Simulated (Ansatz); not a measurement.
K₂PdF₆:
```xyz
9
Lattice="5.7826 0.0000 0.0000 -2.8913 5.0078 0.0000 0.0000 0.0000 4.7403" Properties=species:S:1:pos:R:3 pbc="T T T"
K      0.0000     3.3386     3.3890
K      2.8913     1.6693     1.3513
Pd     0.0000     0.0000     0.0000
F      4.4050     0.7954     3.6949
F     -1.5137     4.2125     1.0454
F      2.8913     3.4171     3.6949
F      0.0000     1.5907     1.0454
F      1.3776     0.7954     3.6949
F      1.5137     4.2125     1.0454
```

Relaxed with HSE06.

Q: Give the Bader charges and basin volumes of the independent atoms, plane-wave PAW HSE06 (Ansatz code).

A: 

```tsv
atom	Bader charge (e)	Bader volume (Å³)
K1	+0.92	19.4
Pd3	+1.94	10.0
F4	-0.63	14.8
```

Space group P-3m1. The first step of the workflow began from a Materials Project structure, measured or hypothetical; the Crystallography Open Database files this formula in space group No. 164, but the cells were not matched. Whether it is the stable phase at ambient conditions was not checked. The cell was relaxed with HSE06 under the symmetry of its start; its stability against distortions is not shown here. No spin polarisation was allowed.

Potentials: the later of the program's two PAW sets.
